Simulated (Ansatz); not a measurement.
Si2Ni:
```yaml
crystal:
  lattice:
    - [0.00000, 2.69423, 2.69423]
    - [2.69423, 0.00000, 2.69423]
    - [2.69423, 2.69423, 0.00000]
  atoms:
    - { symbol: Ni, position: [0.00000, 0.00000, 0.00000] }
    - { symbol: Si, position: [0.25000, 0.25000, 0.25000] }
    - { symbol: Si, position: [0.75000, 0.75000, 0.75000] }
```

Relaxed with PBEsol. Special points in fractions of this cell's reciprocal vectors: Γ (0.000, 0.000, 0.000); X (0.500, 0.000, 0.500); U (0.625, 0.250, 0.625); K (0.375, 0.375, 0.750); L (0.500, 0.500, 0.500); W (0.500, 0.250, 0.750).

**Question.** List the band energies nearest the Fermi level at these points for DFT-PBEsol in the program Ansatz with PAW potentials.

**Answer.** In eV from the Fermi level; about four levels below and three above (degenerate sets whole), none deeper than 8.9 eV; points with the same levels are listed once.

| k | below | above |
|---|---|---|
| Γ | -5.30 -5.30 -5.30 -3.58 -3.58 -0.22 | 1.73 1.73 1.73 |
| X | -3.68 -3.68 -3.52 -3.16 -0.39 | 1.32 7.72 8.37 8.37 |
| U | -3.87 -3.49 -2.97 -2.68 | 0.21 3.59 4.71 |
| L | -3.39 -3.39 -1.49 -1.49 | 1.74 1.82 1.82 |
| W | -3.80 -3.80 -3.68 -3.23 -2.47 | 2.24 2.24 4.57 |

Space group Fm-3m (fluorite or antifluorite type). Symmetry was held in the PBEsol relaxation. The workflow began spin-polarised and lost its moments.

Potentials: the later of the program's two PAW sets.
